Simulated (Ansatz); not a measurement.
Energy over volume and axial ratio for Ag (fcc, Cu type)

Ag (fcc, Cu type), conventional cell a = b = c = 4.0543 Å, α = β = γ = 90.00°. The calculation uses the primitive cell of 1 atom, to which meshes and values per cell refer.

The relaxed cell is deformed in two ways at once: its volume V is scaled, and at that volume it is stretched along z (the c axis of the conventional cell) so that c/a changes. Fractional atomic positions are held.

All values below come from PBEsol (plane waves to 420 eV, PAW, scalar-relativistic; Ansatz, a program for electronic structure). k mesh 20×20×20 (Γ-centred), Fermi-Dirac smearing 0.05 eV. The energy includes the smearing's −TS. Compression counts positive. With partly filled bands, the response to shear is sensitive to the k mesh, so small differences along c/a are uncertain. Ag was relaxed with its symmetry unable to fall. ΔE is measured from the relaxed starting cell.

ΔE (kJ/mol of atoms), with V/V₀ across and (c/a)/(c/a)₀ down:

```tsv
(c/a)/(c/a)₀ \ V/V₀	0.920	0.947	0.973	1.000	1.027	1.053	1.080
0.880	6.6	3.8	2.2	1.6	1.9	3.0	4.6
0.920	5.6	2.8	1.3	0.8	1.2	2.2	3.9
0.960	4.9	2.2	0.7	0.2	0.6	1.7	3.4
1.000	4.6	1.9	0.5	0.0	0.4	1.5	3.2
1.040	4.9	2.2	0.7	0.2	0.6	1.7	3.4
1.080	5.8	3.1	1.5	1.0	1.3	2.4	4.0
1.120	7.5	4.6	2.9	2.3	2.6	3.5	5.1
```

P (GPa), with V/V₀ across and (c/a)/(c/a)₀ down:

```
(c/a)/(c/a)₀ \ V/V₀  0.920  0.947  0.973  1.000  1.027  1.053  1.080
-------------------  -----  -----  -----  -----  -----  -----  -----
0.880                 13.0    8.1    3.9    0.4   -2.6   -5.0   -7.1
0.920                 12.8    7.8    3.7    0.2   -2.7   -5.2   -7.2
0.960                 12.6    7.7    3.5    0.1   -2.9   -5.3   -7.3
1.000                 12.6    7.6    3.5    0.0   -2.9   -5.3   -7.4
1.040                 12.6    7.7    3.5    0.1   -2.9   -5.3   -7.3
1.080                 12.9    7.9    3.8    0.3   -2.7   -5.1   -7.2
1.120                 13.3    8.3    4.1    0.6   -2.4   -4.8   -6.9
```

Key numbers:

- Shear modulus C′ = (C11 − C12)/2 (fit, atoms clamped): 23 GPa
- Lowest place on the grid: V/V₀ = 1.000, (c/a)/(c/a)₀ = 1.000 (0 meV/atom)
- Highest place on the grid: V/V₀ = 0.920, (c/a)/(c/a)₀ = 1.120 (77 meV/atom)

(Under strain, the slope of the energy per volume gives the stress and its curvature an elastic modulus.)
